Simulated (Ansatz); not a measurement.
Is this BaLi2S2 structure stable?

The cell was found from a structure generator's guess, not taken from experiment.

Theory: Ansatz, DFT PBE, scalar-relativistic, plane waves, PAW. Plane waves to 420 eV, a 6×6×4 mesh through Γ for the 5-atom cell and 0.02 eV Gaussian smearing; no spin polarisation.

```yaml
crystal:
  lattice:
    - [4.29875, 0.00000, 0.00000]
    - [-2.14938, 3.72283, 0.00000]
    - [0.00000, 0.00000, 7.13619]
  atoms:
    - { symbol: Ba, position: [0.00000, 0.00000, 0.00000] }
    - { symbol: Li, position: [0.66667, 0.33333, 0.61243] }
    - { symbol: Li, position: [0.33333, 0.66667, 0.38757] }
    - { symbol: S, position: [0.66667, 0.33333, 0.27158] }
    - { symbol: S, position: [0.33333, 0.66667, 0.72842] }
```

The zero of energy is the elements' standard structures at the same level; no fitted shifts are applied.

Task: These tests were run: energy against the elements; random kick, then relaxation without symmetry; phonons on a 2×2×1 q mesh; elastic tensor. What do they show?

Result:

```csv
test,result
energy against the elements,−1.621 eV/atom
"random kick, then relaxation without symmetry",returns
phonons on a 2×2×1 q mesh,no imaginary mode on the mesh
elastic tensor,least eigenvalue 21 GPa
```

It fails none of these tests. Whether a mixture of other phases lies lower isn't tested here.

The reference form of S is held partly by dispersion forces, which this level lacks. The kick test ran on a coarse mesh. The run for the phonons used a 6×6×4 k mesh. The run for the elastic tensor used a 6×6×4 k mesh.
